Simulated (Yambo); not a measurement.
Material: BaF2 (fluorite, space group Fm-3m, No. 225) under isotropic strain of +2 % on all lattice vectors; a = 4.4227 Å, b = 4.4227 Å, c = 4.4227 Å, α = 60.00°, β = 60.00°, γ = 60.00° (3 atoms in the cell). The PBEsol cell relaxed from Materials Project entry mp-1029 was given an isotropic strain of +2 % on all lattice vectors, and the atoms were relaxed again.

With norm-conserving PBEsol (Quantum ESPRESSO, 84 Ry, without SOC), the gap between the mesh's edge points ((0, 0.25, -0.25) → Γ) is 6.609 eV.

Q: What does a G0W0 run in Yambo give for it (4×4×4 Γ-centred k mesh, 138 bands and a 10 Ry block in the screening, 138 bands in G with the Bruneval-Gonze terminator, plasmon pole fitted at 27.2 eV)?

A: The correction is 2.959 eV, giving 9.568 eV, 1.4 times the PBEsol value.  Convergence of the G0W0 settings was not tested.
